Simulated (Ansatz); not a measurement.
Theory: DFT PBE, scalar-relativistic, plane waves, PAW in Ansatz. Settings: cutoff 420 eV, Γ-centred meshes spaced at most about 0.3 Å⁻¹, and about 0.25 Å⁻¹ or finer for metals (2π included), Gaussian smearing. Collinear spin in cells that started with moments and kept them past the coarse steps, no spin elsewhere.

Each of these unrelaxed guesses is relaxed in cell and atoms within its symmetry. A guess keeps its type if space group and coordination stay and the shape of the cell changes little (axis ratios within about 15 %, angles within 6°); the volume may change.

1. CaAuC4N4 (collinear spin from parallel moments)

Space group P-43m (No. 215). a = 6.116 Å, b = 6.116 Å, c = 6.116 Å, α = 90.00°, β = 90.00°, γ = 90.00°
| atom | site | symmetry | x | y | z |
| --- | --- | --- | --- | --- | --- |
| Ca | 1b | -43m | 0.5000 | 0.5000 | 0.5000 |
| C | 4e | .3m | 0.1810 | 0.1810 | 0.1810 |
| Au | 1a | -43m | 0.0000 | 0.0000 | 0.0000 |
| N | 4e | .3m | 0.2914 | 0.2914 | 0.2914 |

2. B3F2

Space group P4mm (No. 99). a = 3.058 Å, b = 3.058 Å, c = 4.505 Å, α = 90.00°, β = 90.00°, γ = 90.00°
| atom | site | symmetry | x | y | z |
| --- | --- | --- | --- | --- | --- |
| B | 2c | 2mm. | 0.5000 | 0.0000 | 0.9935 |
| B | 1a | 4mm | 0.0000 | 0.0000 | 0.2721 |
| F | 1a | 4mm | 0.0000 | 0.0000 | 0.7211 |
| F | 1b | 4mm | 0.5000 | 0.5000 | 0.2898 |

Question: Which guesses survive the relaxation?

Answer: Guess 1 keeps its type.

```json
{"guess": "1", "kept": "yes", "start group": "P-43m", "end group": "P-43m", "V start (Å³/atom)": "22.9", "V end": "27.2", "b/a and c/a, end over start": "1.00, 1.00", "nearest neighbours start": "Au 4, C 1, Ca 4, N 1", "nearest neighbours end": "Au 4, C 1, Ca 4, N 1"}
{"guess": "2", "kept": "no", "start group": "P4mm", "end group": "P4mm", "V start (Å³/atom)": "8.4", "V end": "10.8", "b/a and c/a, end over start": "1.00, 1.50", "nearest neighbours start": "B 9/10, F 5/8", "nearest neighbours end": "B 1/2, F 1/4"}
```

Neighbours count within 15 % of an atom's shortest distance; end groups are read at 0.02 Å (0.05 Å in metals).

No dispersion correction is applied, so the spacing and binding between layers, chains or molecules are poorly described (B3F2 P4mm). These runs have no spin–orbit coupling, which can matter for Au. In B3F2 P4mm an odd number of electrons in the primitive cell allows no gap without spin; a larger cell or a magnetic state could open one. Another magnetic order may lie lower. Cells relaxed within their symmetry can be saddle points.

In counts of neighbours, a slash parts the counts of unlike sites.
